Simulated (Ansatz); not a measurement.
# Profile along the N–Ti line in TiN (rock salt)

TiN (rock salt), conventional cell a = 4.2333 Å, b = 4.2333 Å, c = 4.2333 Å, α = 90.00°, β = 90.00°, γ = 90.00°. The calculation uses the primitive cell of 2 atoms, to which meshes and values per cell refer.

Fields along a shortest N–Ti line of a {110} plane (2.12 Å), from N to Ti, interpolated on the slice's grid (step about 0.1 Å). Computed with r2SCAN (plane waves to 500 eV, PAW, scalar-relativistic; Ansatz, an electronic-structure program). k mesh 19×19×19. Near the nuclei the fields are pseudised (PAW); where an atom keeps semicore shells as valence, they peak there. The PAW data are Ansatz's earlier set. TiN is run without spin polarisation. TiN was relaxed with its symmetry unable to fall.

```json
[
 {"distance from N (Å)": "0.00", "valence electron density (e/Å³)": "3.23", "electron localisation function": "x"},
 {"distance from N (Å)": "0.11", "valence electron density (e/Å³)": "3.32", "electron localisation function": "x"},
 {"distance from N (Å)": "0.21", "valence electron density (e/Å³)": "3.43", "electron localisation function": "x"},
 {"distance from N (Å)": "0.32", "valence electron density (e/Å³)": "3.33", "electron localisation function": "x"},
 {"distance from N (Å)": "0.42", "valence electron density (e/Å³)": "2.85", "electron localisation function": "0.66"},
 {"distance from N (Å)": "0.53", "valence electron density (e/Å³)": "2.14", "electron localisation function": "0.77"},
 {"distance from N (Å)": "0.64", "valence electron density (e/Å³)": "1.49", "electron localisation function": "0.81"},
 {"distance from N (Å)": "0.74", "valence electron density (e/Å³)": "1.05", "electron localisation function": "0.79"},
 {"distance from N (Å)": "0.85", "valence electron density (e/Å³)": "0.76", "electron localisation function": "0.65"},
 {"distance from N (Å)": "0.95", "valence electron density (e/Å³)": "0.58", "electron localisation function": "0.40"},
 {"distance from N (Å)": "1.06", "valence electron density (e/Å³)": "0.51", "electron localisation function": "0.18"},
 {"distance from N (Å)": "1.17", "valence electron density (e/Å³)": "0.56", "electron localisation function": "0.14"},
 {"distance from N (Å)": "1.27", "valence electron density (e/Å³)": "0.83", "electron localisation function": "0.24"},
 {"distance from N (Å)": "1.38", "valence electron density (e/Å³)": "1.49", "electron localisation function": "0.44"},
 {"distance from N (Å)": "1.48", "valence electron density (e/Å³)": "2.76", "electron localisation function": "0.64"},
 {"distance from N (Å)": "1.59", "valence electron density (e/Å³)": "4.64", "electron localisation function": "0.72"},
 {"distance from N (Å)": "1.70", "valence electron density (e/Å³)": "6.87", "electron localisation function": "0.74"},
 {"distance from N (Å)": "1.80", "valence electron density (e/Å³)": "9.01", "electron localisation function": "x"},
 {"distance from N (Å)": "1.91", "valence electron density (e/Å³)": "10.69", "electron localisation function": "x"},
 {"distance from N (Å)": "2.01", "valence electron density (e/Å³)": "11.71", "electron localisation function": "x"},
 {"distance from N (Å)": "2.12", "valence electron density (e/Å³)": "12.04", "electron localisation function": "x"}
]
```

x: too close to a nucleus for the ELF to mean much.

Density on the N–Ti line (2.12 Å) at its midpoint: 0.51 e/Å³. ELF at that point: 0.18.
